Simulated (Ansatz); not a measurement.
The relaxed structure here is a generated cell of ZrS3: the first start was made by a random draw of sites in a space group, and the end was not matched to a known phase here, so it may be hypothetical.

The start is a randomly generated symmetric cell of ZrS3 (space group No. 166). The cell and all atomic positions are relaxed at zero pressure with PBE (plane waves to 420 eV, PAW, scalar-relativistic; Ansatz, a quantum-chemistry and plane-wave program). The first steps use a coarse 4×4×4 k-mesh.

Input geometry:
```
CELL_PARAMETERS angstrom
      3.63895     2.10095     3.91990
     -3.63895     2.10095     3.91990
      0.00000    -4.20189     3.91990
ATOMIC_POSITIONS crystal
  S  0.29922 0.29922 0.29922
  S  0.70078 0.70078 0.70078
  S  0.00000 0.00000 0.50000
  S  0.50000 0.00000 0.00000
  S  0.00000 0.50000 0.00000
  S  0.50000 0.50000 0.50000
  Zr 0.12629 0.12629 0.12629
  Zr 0.87371 0.87371 0.87371
```

Problem. By how much does the energy per atom fall from start to end?

Solution. About 1.4 eV/atom.

Problem. How does the volume change?

Solution. +60.5 %, from 22.48 to 36.07 Å³/atom.

Problem. How do the shortest distances between atoms change?

Solution. The closest pairs of elements (up to four, under 3.6 Å), start → end: S–Zr 2.03 → 2.39 Å; S–S 2.36 → 2.18 Å; Zr–Zr 2.97 → 4.81 Å.

Problem. What band gap does the relaxed structure have at this level?

Solution. Zero, with touching bands (no spin-orbit coupling). The gap comes from the SCF mesh and the high-symmetry points alone.

Problem. The last rounds were run with spin polarisation. What moments result?

Solution. Net 0.23 μB/atom, ferromagnetic.

Problem. Write out the relaxed structure.

Solution. 
```cif
data_S18Zr6
_chemical_formula_sum 'S18 Zr6'
_space_group_name_H-M_alt 'R-3m :H'
_space_group_IT_number 166
_space_group_name_Hall '-R 3 2"'
_cell_length_a 7.91773
_cell_length_b 7.91773
_cell_length_c 15.94710
_cell_angle_alpha 90.000
_cell_angle_beta 90.000
_cell_angle_gamma 120.000
loop_
_atom_site_label
_atom_site_type_symbol
_atom_site_symmetry_multiplicity
_atom_site_Wyckoff_symbol
_atom_site_fract_x
_atom_site_fract_y
_atom_site_fract_z
_atom_site_occupancy
S1 S 6 c 0.00000 0.00000 0.36346 1
S2 S 9 d 0.50000 0.50000 0.50000 1
S3 S 3 b 0.00000 0.00000 0.50000 1
Zr1 Zr 6 c 0.00000 0.00000 0.21356 1
```
(The calculation used a cell of 8 atoms; values per cell refer to that cell.)

The space group stays R-3m (No. 166) (the run could not lower it), with 8 atoms in the primitive magnetic cell. Final values are on a 8×8×8 k-mesh of the relaxed cell. The first round had no spin; a later round switched it on. The start holds a very short contact (S–Zr 2.03 Å). The relaxed cell holds bonded S–S pairs (2.18 Å). Spin state reached: ferromagnetic (net 0.23 μB/atom); other spin orders were not run from this start.

The run could not lose the symmetry of its start, so the end can be a saddle point.
